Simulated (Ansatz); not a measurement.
YSi$_{2}$Ru$_{2}$:
```yaml
crystal:
  lattice:
    - [-2.08276, 2.08276, 4.76868]
    - [2.08276, -2.08276, 4.76868]
    - [2.08276, 2.08276, -4.76868]
  atoms:
    - { symbol: Y, position: [0.00000, 0.00000, 0.00000] }
    - { symbol: Ru, position: [0.75000, 0.25000, 0.50000] }
    - { symbol: Ru, position: [0.25000, 0.75000, 0.50000] }
    - { symbol: Si, position: [0.36693, 0.36693, 0.00000] }
    - { symbol: Si, position: [0.63307, 0.63307, 0.00000] }
```

Relaxed with r²SCAN.

Question: Give the Bader charges and basin volumes of the independent atoms, plane-wave PAW r²SCAN (Ansatz code).

Answer: 

| atom | Bader charge (e) | Bader volume (Å³) |
|---|---|---|
| Y1 | +1.81 | 14.7 |
| Ru2 | -1.16 | 19.8 |
| Si4 | +0.25 | 14.2 |

Space group I4/mmm. The workflow started from an entry of the Crystallography Open Database (COD). Its standing as an ambient phase is unchecked. The r²SCAN relaxation kept the symmetry of its start; its stability against distortions is not shown here. No spin polarisation was allowed.

Potentials: the later of the program's two PAW sets.
